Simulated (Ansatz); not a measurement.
Be₃N₂:
```yaml
crystal:
  lattice:
    - [1.41744, 0.81836, 4.86156]
    - [-1.41744, 0.81836, 4.86156]
    - [0.00000, -1.63671, 4.86156]
  atoms:
    - { symbol: Be, position: [0.14086, 0.14086, 0.14086] }
    - { symbol: Be, position: [0.68240, 0.68240, 0.68240] }
    - { symbol: Be, position: [0.91115, 0.91115, 0.91115] }
    - { symbol: N, position: [0.79586, 0.79586, 0.79586] }
    - { symbol: N, position: [0.29164, 0.29164, 0.29164] }
```

Tensor components refer to the Cartesian frame of this cell.

Give the high-frequency dielectric tensor and the Born effective charge tensors of the independent atoms from DFPT, the program Ansatz at the r²SCAN level (PAW).


ε∞:
```
4.32  0.00  0.00
0.00  4.32  0.00
0.00  0.00  4.74
```
Z* of atom 1 (Be), rows: field, columns: displacement, in e:
```
1.69  0.00  0.00
0.00  1.69  0.00
0.00  0.00  1.59
```
Z* of atom 2 (Be), rows: field, columns: displacement, in e:
```
1.73  0.00  0.00
0.00  1.73  0.00
0.00  0.00  2.17
```
Z* of atom 3 (Be), rows: field, columns: displacement, in e:
```
1.70  0.00  0.00
0.00  1.70  0.00
0.00  0.00  1.63
```
Z* of atom 4 (N), rows: field, columns: displacement, in e:
```
-2.18   0.00   0.00
 0.00  -2.18   0.00
 0.00   0.00  -2.93
```
Z* of atom 5 (N), rows: field, columns: displacement, in e:
```
-2.93   0.00   0.00
 0.00  -2.93   0.00
 0.00   0.00  -2.47
```

Static charges for comparison (Bader): Be1 +1.71, Be2 +1.73, Be3 +1.72, N4 -2.60, N5 -2.57 e. Born charges measure polarisation by displacement and can exceed these by far.

Space group R3m. The first step of the workflow began from a Materials Project structure, measured or hypothetical; the Crystallography Open Database copy checked does not list it. COD files the formula under space group No. 206. Whether it is the stable phase at ambient conditions was not checked. The cell was relaxed with r²SCAN under the symmetry of its start; whether a distortion lowers the energy is not shown.

Potentials: the later of the program's two PAW sets.
